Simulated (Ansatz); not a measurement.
# C at 18 GPa (stress–strain coefficients): relaxed-ion elastic tensor

Theory: DFT LDA, scalar-relativistic, plane waves, PAW in Ansatz 0.2.0. Plane waves to 420 eV; Γ-centred k mesh 12×12×12; fixed occupations. No spin polarisation.

The cell, relaxed at 18 GPa:
```
C
1.0
     0.00000    1.74475    1.74475
     1.74475    0.00000    1.74475
     1.74475    1.74475    0.00000
C
2
Direct
  0.50000 0.50000 0.50000
  0.75000 0.75000 0.75000
```

Question: Give the relaxed-ion elastic constants (GPa, Voigt order xx yy zz yz xz xy, on the axes of the cell above).

Answer:
C11 = 1193.3, C12 = 200.5, C13 = 200.5, C22 = 1193.3, C23 = 200.5, C33 = 1193.3, C44 = 641.4, C55 = 641.4, C66 = 641.4 GPa; the others vanish.

Question: Is the crystal stable against homogeneous strain?

Answer: Yes: the least eigenvalue of the tensor is 641.4 GPa.

Question: And the moduli of a polycrystal (Hill averages)?

Answer: B = 531 GPa, G = 579 GPa, E = 1274 GPa, ν = 0.10.

Cost: 1 run of about 0.2 core-minutes, on Intel Xeon Platinum 8259CL (Skylake/Cascade Lake) (shared hosts).